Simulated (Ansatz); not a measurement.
A vibration from a frozen displacement in ZrS

Computed with Ansatz, DFT PBEsol, scalar-relativistic, plane waves, PAW. Settings: plane waves to 420 eV, k-mesh 16×16×16 (Γ-centred), Gaussian smearing 0.15 eV. No spin polarisation. Energies are free energies at this smearing, counted from the undisturbed cell; pressure is positive in compression.

Zero of the scan (as given, not relaxed at this level; it stands at -6.5 GPa, and it needn't be the usual structure):

```
CELL_PARAMETERS angstrom
0.00000 2.62500 2.62500
2.62500 0.00000 2.62500
2.62500 2.62500 0.00000
ATOMIC_POSITIONS crystal
Zr 0.00000 0.00000 0.00000
S 0.50000 0.50000 0.50000
```

Every Zr atom is moved by x along the Cartesian unit vector (0.000, 0.000, -1.000); the cell and all other atoms stay fixed. The cell's volume is 36.18 Å³; the moved atoms weigh 91.224 u together and the others 32.060 u. Some rows repeat others by symmetry and weren't run.

```
  x (Å)  ΔE (meV/cell) total force on the moved atoms along the move (eV/Å) pressure (GPa)
-0.3000         272.49                                                2.3005         -0.8167
-0.2625         195.32                                                1.8299         -2.2020
-0.2250         134.49                                                1.4216         -3.3759
-0.1875          88.10                                                1.0640         -4.3384
-0.1500          53.69                                                0.7818         -5.1135
-0.1125          28.92                                                0.5451         -5.7081
-0.0750          12.41                                                0.3400         -6.1293
 0.0000           0.00                                                0.0000         -6.4613
 0.0750          12.41                                               -0.3400         -6.1293
 0.1125          28.92                                               -0.5451         -5.7081
 0.1500          53.69                                               -0.7818         -5.1135
 0.1875          88.10                                               -1.0640         -4.3384
 0.2250         134.49                                               -1.4216         -3.3759
 0.2625         195.32                                               -1.8299         -2.2020
 0.3000         272.49                                               -2.3005         -0.8167
```

Task: What frequency belongs to this motion?

Result: The force constant is k = −dF/dx = 4.533 eV/Å², from the parabola through x = -0.0750, 0 and 0.0750. In every cell the moved atoms swing against the rest, so the mass is μ = m₁m₂/(m₁ + m₂) = 23.723 u, and ν̃ = 521.5 cm⁻¹ × √(|k|/μ) = 228 cm⁻¹, at this cell's pressure of -6.5 GPa. Steps this long are already anharmonic: the energies of the same points give k = 4.413 eV/Å², so the harmonic k is uncertain by that gap or more. To first order in x, and within 1 %, the force on every atom lies along the move and, within each of the two groups, in proportion to the atom's mass, so this is itself a mode at the zone centre of this cell.

Task: How far does the harmonic law reach?

Result: At x = -0.300 Å, kx²/2 = 204.00 meV against the computed 272.49 meV (+33.6 %): the well stiffens in this direction at large amplitude.

Task: The pressure changes with x². What does that say about the frequency under compression?

Result: With E = k(V)x²/2, k ∝ V^(−2γ) and x scaling with the cell as V^(1/3), P − P0 = −∂E/∂V = (2γ − 2/3) ΔE/V. At x = 0.1125 Å, V(P − P0) = 36.18 × 0.75325 / 160.2 eV = 170.08 meV and ΔE = 28.92 meV, so γ = 1/3 + V(P − P0)/(2ΔE) = 3.27. This is the Grüneisen parameter of the motion under uniform scaling of the cell: shrinking the cell evenly by 1 % in volume raises the frequency by about 3.27 %.

In a metal these slopes depend on the k mesh and the smearing.